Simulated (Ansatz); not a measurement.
# KLuS2 (R-3m): lattice vibrations

```
CELL_PARAMETERS angstrom
1.93052 1.11459 7.11450
-1.93052 1.11459 7.11450
0.00000 -2.22917 7.11450
ATOMIC_POSITIONS crystal
K 0.00000 0.00000 0.00000
Lu 0.50000 0.50000 0.50000
S 0.23414 0.23414 0.23414
S 0.76586 0.76586 0.76586
```

The conventional cell has a = 3.861 Å, b = 3.861 Å, c = 21.343 Å, α = 90.00°, β = 90.00°, γ = 120.00°. K (atom 1) is surrounded by 6 S at 3.07 Å. Lu (atom 2) is surrounded by 6 S at 2.65 Å. S (atom 3) is surrounded by 3 Lu at 2.65 Å.

Level of theory, where no other is named: LDA, all-electron LAPW in Ansatz 0.2.0, scalar-relativistic. k mesh 6×6×6, fixed occupations, basis error target 1 meV/atom. The cell was relaxed by PAW under this functional, which moved its volume by -7 % from the database entry's.

Atoms are displaced by 0.01 Å in the primitive cell, which gives the zone-centre modes alone. Negative values stand for unstable modes. The zone centre has no LO-TO term.

Problem. Is the structure dynamically stable at these wave vectors?

Solution. Yes, no mode is unstable there; wave vectors off this mesh aren't tested.

Problem. How do the optical zone-centre modes decompose, and which are active?

Solution. Point group -3m: Γ_opt = 2Eu + 2A2u + Eg + A1g.

```
label   cm⁻¹  activity     mostly
   Eu  106.9        IR   K (76 %)
  A2u  175.9        IR   K (86 %)
   Eu  192.1        IR   S (76 %)
   Eg  228.6     Raman  S (100 %)
  A2u  249.1        IR   S (75 %)
  A1g  288.8     Raman  S (100 %)
```

Problem. How well do frozen-core PAW files reproduce these all-electron values?

Solution. With a cutoff of 420 eV and displacements of 0.0025 Å, the r.m.s. difference over the modes is 0.0 cm⁻¹; the largest difference is 192.0 (PAW) against 192.1 cm⁻¹ (LAPW).

Problem. The cell is scaled evenly to 90.014 and 93.688 Å³ (from 91.851), with free atoms relaxed and the shape held, so these aren't the values under hydrostatic pressure. What are the mode Grüneisen parameters γ = −d ln ω/d ln V?

Solution. For the highest mode, 294.8 cm⁻¹ in the small cell and 283.2 in the large one give γ ≈ 1.00. From the change of the dynamical matrix on each mode:

```
point   cm⁻¹     γ
Gamma  106.9  2.32
Gamma  175.9  2.44
Gamma  192.1  1.79
Gamma  228.6  1.10
Gamma  249.1  1.22
Gamma  288.8  1.01
```

Caveats: zone-boundary modes aren't tested; the frozen-core PAW files of the compared runs were fitted under PBE, their cores solved anew for this functional.
